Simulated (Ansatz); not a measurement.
BaHg (Pm-3m): the size of the finite step

```yaml
crystal:
  lattice:
    - [4.09107, 0.00000, 0.00000]
    - [0.00000, 4.09107, 0.00000]
    - [0.00000, 0.00000, 4.09107]
  atoms:
    - { symbol: Ba, position: [0.00000, 0.00000, 0.00000] }
    - { symbol: Hg, position: [0.50000, 0.50000, 0.50000] }
```

Computed, not measured; unless marked otherwise by PBEsol, PAW on Ansatz 0.2.0's default frozen-core files (fitted under PBE), scalar-relativistic. k mesh 10×10×10, strains of ±0.005, Fermi-Dirac smearing of 0.100 eV, cutoff 420 eV. The cell was relaxed by PAW under this functional, which moved its volume by -6 % from the database entry's. This phase needn't be the one found at ambient conditions.

Problem. Elastic constants come from stresses at strains of ±0.005 (two-point stencil): C11 = 47.6, C12 = 18.5, C44 = 18.7 GPa. What does an amplitude of 0.0002 give?

Solution. C11 = 47.7, C12 = 18.6, C44 = 18.8 GPa. Nothing moves by 1 %. Steps under 0.001 aren't safe in general, since the basis can change from cell to cell and the noise grows as 1/δ.

Caveats: frozen-core PAW files fitted under PBE, their cores solved anew for the functional of the run; responses of metals move with mesh and smearing; no spin-orbit coupling on heavy atoms.
